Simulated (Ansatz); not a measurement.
# ZrV₃B₂, a known structure type with other elements, at an estimated volume

```yaml
crystal:
  lattice:
    - [2.50841, 4.34468, 0.00000]
    - [-2.50841, 4.34468, 0.00000]
    - [0.00000, 0.00000, 3.14691]
  atoms:
    - { symbol: B, position: [0.33330, 0.33340, 0.00000] }
    - { symbol: B, position: [0.66660, 0.66670, 0.00000] }
    - { symbol: V, position: [0.50000, 0.50000, 0.50000] }
    - { symbol: V, position: [0.50000, 0.00000, 0.50000] }
    - { symbol: V, position: [0.00000, 0.50000, 0.50000] }
    - { symbol: Zr, position: [0.00000, 0.00000, 0.00000] }
```

Method: PBE, no spin polarisation; PAW, plane waves to 420 eV, 8×8×11 Γ-centred mesh, fermi-dirac occupations (width 0.1 eV) (Ansatz 0.2.0), atoms fixed.

Task: What do density and ELF say about some of the short contacts?

Result: B–V at 2.14 Å: least valence density 0.50 e/Å³ and ELF 0.34 there. V–V at 2.51 Å: least valence density 0.37 e/Å³ and ELF 0.25 there. Zr–B at 2.90 Å: least valence density 0.21 e/Å³ and ELF 0.17 there. Both are smooth PAW fields, read partly inside the augmentation spheres.

Task: Is it stable against the elements?

Result: -0.23 eV an atom against the elements' usual phases (free molecules for gases, crystals otherwise, with no correction for O₂ or N₂), so it is bound against them; other compounds may still compete. Relaxing would lower it.

Task: Which element gives electrons and which takes them?

Result: Bader charges in e: Zr +1.22, V +0.58, B -1.48. In the mean Zr gives up most and B takes most.

Task: Are the atoms at rest?

Result: The forces vanish by the symmetry of the sites.

Task: Metal or insulator?

Result: It is a metal, with about 5.5 states/eV a cell as the mean within 0.25 eV of the Fermi level, mostly V d (60 %) and Zr d (23 %).

Task: What does the stress say?

Result: The pressure is 24.1 GPa (compression positive), so with the atoms held at these fractions the cell would first expand.

Origin: a known structure type with other elements, at an estimated volume, so it need not be a known compound. Caveats: no spin polarisation, so a magnetic state may lie lower; atoms or cell far from equilibrium.
